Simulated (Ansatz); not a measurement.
**Data sheet: Ge2Sb2Te5 (DFT)**

Ge2Sb2Te5:
```xyz
9
Lattice="4.1771 0.0000 0.0000 -2.0886 3.6175 0.0000 0.0000 0.0000 16.8821" Properties=species:S:1:pos:R:3 pbc="T T T"
Ge     0.0000     0.0000     5.7243
Ge     0.0000     0.0000    11.1578
Sb     0.0000     2.4117     1.9801
Sb     2.0886     1.2058    14.9021
Te     0.0000     0.0000     0.0000
Te     0.0000     2.4117    13.1612
Te     2.0886     1.2058     3.7209
Te     0.0000     2.4117     7.1273
Te     2.0886     1.2058     9.7548
```

Space group P-3m1 (No. 164); conventional cell a = 4.1771 Å, b = 4.1771 Å, c = 16.8821 Å, α = 90.00°, β = 90.00°, γ = 120.00°.

Method: LDA in the plane-wave PAW code Ansatz. Geometry: relaxed at this level of theory. Other levels are named where they apply.

Cell and energy:

| Item | Result |
|---|---|
| Volume per atom | 28.34 Å³ |
| Density | 6.68 g/cm³ |
| Formation energy from the elements (no fitted shifts) | -0.084 eV/atom |

Electronic structure:

| Property | Value |
|---|---|
| Electronic character | metallic (no gap) |
| Density of states at the Fermi level | 0.03 states/eV per atom (mean over ±0.08 eV) |

Mechanics:

| Item | Value |
|---|---|
| Elastic constants (relaxed ions, GPa) | C11 = 83.3, C12 = 27.0, C13 = 30.7, C14 = -18.3, C33 = 57.0, C44 = 40.8 |
| Mechanical stability | stable (all eigenvalues of C positive) |
| Hill bulk and shear moduli | 43.9 and 26.4 GPa |
| Young's modulus | 65.9 GPa |
| Poisson's ratio | 0.25 |
| Debye temperature from the elastic constants | 215 K |

Phonons:

| Property | Value |
|---|---|
| Highest zone-centre frequency | 183 cm⁻¹ |
| Zone-centre stability | no imaginary mode at Γ |

The LDA relaxation kept the symmetry of its start. A crystal of weakly bound layers computed without a dispersion correction: the cell and the soft elastic constants depend strongly on that. A small band overlap can be real or an error of a semilocal functional. As this level gives no gap, shear constants depend on the k-mesh and smearing (Fermi–Dirac, 0.1 eV here). As this level gives no gap, phonon frequencies hold no LO–TO term and depend on the k-mesh and smearing (Fermi–Dirac, 0.1 eV here). The references are the lowest solids computed at this level, not always the standard phases. Spin–orbit coupling is left out wherever it is not named.

Potentials: the later of the program's two PAW sets.
